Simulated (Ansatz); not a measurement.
## NbAs from LDA upwards

The starting cell is an entry of the Crystallography Open Database (1964):

```
CELL_PARAMETERS angstrom
-1.72585 1.72585 5.84000
1.72585 -1.72585 5.84000
1.72585 1.72585 -5.84000
ATOMIC_POSITIONS crystal
Nb 0.00000 0.00000 0.00000
Nb 0.75000 0.25000 0.50000
As 0.41600 0.41600 0.00000
As 0.16600 0.66600 0.50000
```

Atoms and cell were relaxed at zero pressure with plane-wave PAW DFT (Ansatz 0.2.0; one set of PAW datasets, made under PBE, for all functionals; 420 eV, r2SCAN 500 eV; 9×9×9 Γ-centred mesh, fermi-dirac occupations of width 0.100 eV; no spin polarisation, no spin-orbit coupling, no dispersion correction), keeping the symmetry (I4_1md, No. 109).

Task: What cells and energies do LDA, PBEsol, PBE, r2SCAN give?

Result: The relaxed conventional cells:

| functional | a (Å) | c (Å) | volume (Å³/atom) | formation energy (eV/atom) |
| --- | --- | --- | --- | --- |
| LDA | 3.417 | 11.536 | 16.84 | -0.770 |
| PBEsol | 3.439 | 11.599 | 17.15 | -0.753 |
| PBE | 3.473 | 11.758 | 17.73 | -0.689 |
| r2SCAN | 3.457 | 11.773 | 17.59 | -0.789 |
| the entry | 3.452 | 11.680 | 17.39 | – |

LDA gives the smallest volume and PBE the largest, 5.3 % more, the usual order, since LDA overbinds and PBE's gradient terms loosen the lattice. Against the entry's volume: LDA -3.2 %, PBEsol -1.4 %, PBE +1.9 %, r2SCAN +1.1 %. No verdict is drawn from this: the entry is old or was flagged in a check, so the entry may be off as well as the functionals. The formation energies span 0.10 eV an atom, lowest under r2SCAN.

Caveats: each relaxation keeps the start's symmetry, so a distorted cell may lie lower; computed cells are at 0 K with fixed nuclei, while the entry holds thermal expansion, often some tenths of a per cent in volume and more in soft crystals; formation energies are at zero smearing against the elements' usual phases under the same functional, gases as free molecules, uncorrected.
